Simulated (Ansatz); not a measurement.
ZrGeS (space group P4/nmm)

```xyz
12
Lattice="7.1509 0.0000 0.0000 3.5754 3.5754 0.0000 0.0000 0.0000 7.9343" Properties=species:S:1:pos:R:3 pbc="T T T"
Zr     7.1509     1.7877     5.7403
Zr     3.5754     1.7877     5.7403
Zr     1.7877     0.0000     2.1940
Zr     5.3631     0.0000     2.1940
Ge     1.7877     1.7877     0.0000
Ge     5.3631     1.7877     0.0000
Ge     0.0000     0.0000     0.0000
Ge     3.5754     0.0000     0.0000
S      7.1509     1.7877     3.0138
S      3.5754     1.7877     3.0138
S      1.7877     0.0000     4.9205
S      5.3631     0.0000     4.9205
```

The atoms are displaced by Q × the pattern below (from a DFPT mode at M = (0.5, 0.5, 0.0), largest move 1; Q in Å), at fixed cell. It is one choice among 2 degenerate patterns. (q is in reciprocal vectors of the primitive cell; the cell shown is doubled to hold the pattern.)

```json
[
 {"atom": "Zr1", "x": "0.000", "y": "0.000", "z": "1.000"},
 {"atom": "Zr2", "x": "0.000", "y": "0.000", "z": "-1.000"},
 {"atom": "Zr3", "x": "0.000", "y": "0.000", "z": "-0.254"},
 {"atom": "Zr4", "x": "0.000", "y": "0.000", "z": "0.254"},
 {"atom": "Ge5", "x": "0.219", "y": "0.055", "z": "0.000"},
 {"atom": "Ge6", "x": "-0.219", "y": "-0.055", "z": "0.000"},
 {"atom": "Ge7", "x": "-0.055", "y": "-0.219", "z": "0.000"},
 {"atom": "Ge8", "x": "0.055", "y": "0.219", "z": "0.000"},
 {"atom": "S9", "x": "0.000", "y": "0.000", "z": "0.550"},
 {"atom": "S10", "x": "0.000", "y": "0.000", "z": "-0.550"},
 {"atom": "S11", "x": "0.000", "y": "0.000", "z": "-0.140"},
 {"atom": "S12", "x": "0.000", "y": "0.000", "z": "0.140"}
]
```

The numbers are results of LDA (plane waves to 420 eV, PAW, scalar-relativistic; Ansatz, a first-principles code), not measurements. k mesh 13×13×6 (Γ-centred), Fermi-Dirac smearing 0.05 eV. Energies are smeared free energies. With partly filled bands, energies and forces of such displacements shift with the k mesh and the smearing. ZrGeS is run without spin polarisation. ZrGeS was relaxed with its symmetry unable to fall. ΔE is measured from the undisplaced structure. The last digit holds for this mesh only.

```json
[
 {"Q (Å)": "-0.2800", "ΔE (meV/cell)": "withheld"},
 {"Q (Å)": "-0.2333", "ΔE (meV/cell)": "755.2"},
 {"Q (Å)": "-0.1867", "ΔE (meV/cell)": "486.8"},
 {"Q (Å)": "-0.1400", "ΔE (meV/cell)": "275.3"},
 {"Q (Å)": "-0.0933", "ΔE (meV/cell)": "122.8"},
 {"Q (Å)": "-0.0467", "ΔE (meV/cell)": "30.8"},
 {"Q (Å)": "0.0000", "ΔE (meV/cell)": "0.0"},
 {"Q (Å)": "0.0467", "ΔE (meV/cell)": "30.8"},
 {"Q (Å)": "0.0933", "ΔE (meV/cell)": "122.8"},
 {"Q (Å)": "0.1400", "ΔE (meV/cell)": "275.3"},
 {"Q (Å)": "0.1867", "ΔE (meV/cell)": "486.8"},
 {"Q (Å)": "0.2333", "ΔE (meV/cell)": "755.2"},
 {"Q (Å)": "0.2800", "ΔE (meV/cell)": "withheld"}
]
```

Fit an even polynomial form (powers 2, 4) to the given rows and predict ΔE at Q = 0.2800.

Least squares on the 11 given rows: ΔE = (14140)·Q² + (-4840)·Q⁴, in meV/cell with Q in Å; root-mean-square residual 0.10 meV/cell. At 0.2800 the fit gives 1078.8 meV/cell; the calculation gives 1078.2 meV/cell, so the extrapolation is off by 0.6 (+0.1 %). The quadratic term alone would give 1108.6 meV/cell.

(For displaced atoms, the force is minus the slope of the energy, and its curvature is a force constant, which sets phonon frequencies.)
